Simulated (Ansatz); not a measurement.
PtW (L1₀ or tetragonal B2, P4/mmm), a = b = 2.714 Å, c = 4.100 Å, α = β = γ = 90.00°.

This is the PBEsol-relaxed structure.

Problem. All from DFT-PBEsol in the program Ansatz with PAW potentials, unless another level is named. Predict the formation energy from the elements (no fitted shifts).

Solution. -0.20 eV/atom.

Problem. Give the density of states at the Fermi level.

Solution. 0.72 states/eV per atom (mean over ±0.08 eV).

The start of the workflow was typed in or built on a structure type; neither database checked (COD, Materials Project) lists it. Whether it is the stable phase at ambient conditions was not checked. The cell was relaxed with PBEsol under the symmetry of its start; its stability against distortions is not shown here. No spin polarisation was allowed. Axis ratios of metals converge slowly with the k-mesh, so a and c are less sure than the volume. The references are the lowest solids computed at this level, not always the standard phases. Spin–orbit coupling is left out wherever it is not named.

Potentials: the later of the program's two PAW sets.
